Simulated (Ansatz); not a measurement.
Relaxed-ion elastic tensor of Sc (dhcp (α-La type), P6_3/mmc) in GPa (Voigt order), r²SCAN in the plane-wave PAW code Ansatz; density 2.99 g/cm³, 25.00 Å³ per atom.

```tsv
	1	2	3	4	5	6
1	86.9	45.9	31.8	0.0	0.0	0.0
2	45.9	86.9	31.8	0.0	0.0	0.0
3	31.8	31.8	93.9	0.0	0.0	0.0
4	0.0	0.0	0.0	25.5	0.0	0.0
5	0.0	0.0	0.0	0.0	25.5	0.0
6	0.0	0.0	0.0	0.0	0.0	20.5
```

Problem. Is the crystal mechanically stable?

Solution. Yes: the smallest eigenvalue of C is 20.5 GPa.

Problem. Work out the Voigt, Reuss and Hill averages.

Solution. K_V = 54.1, K_R = 54.0, K_H = 54.0; G_V = 24.8, G_R = 24.1, G_H = 24.5 GPa.

Problem. Give Young's modulus, Poisson's ratio, Pugh's ratio and the universal anisotropy index.

Solution. E = 9KG/(3K + G) = 63.8 GPa; ν = 0.30; K/G = 2.21 (ductile by the Pugh limit of 1.75); A_U = 5G_V/G_R + K_V/K_R − 6 = 0.15.

Problem. Estimate the sound speeds and the Debye temperature.

Solution. v_l = √((K + 4G/3)/ρ) = 5390 m/s, v_t = √(G/ρ) = 2860 m/s, mean 3200 m/s; Θ = (h/k)(3n/4πV)^(1/3) v_m = 326 K.

Problem. How much does each axis shrink under pressure?

Solution. Linear compressibilities β_i = Σ_j S_ij (j = 1 to 3): x 5.9, y 5.9, z 6.6 per TPa.

The start of the workflow was typed in or built on a structure type. Its sites differ from those of the usual phase in this space group: another stacking or structure type. The cell was relaxed with r²SCAN under the symmetry of its start; its stability against distortions is not shown here. No spin polarisation was allowed. As this level gives no gap, shear constants depend on the k-mesh and smearing (Fermi–Dirac, 0.1 eV here). On the denser mesh and wider smearing of the elastic run this cell carries a stress of 0.3 GPa.

Potentials: the later of the program's two PAW sets.
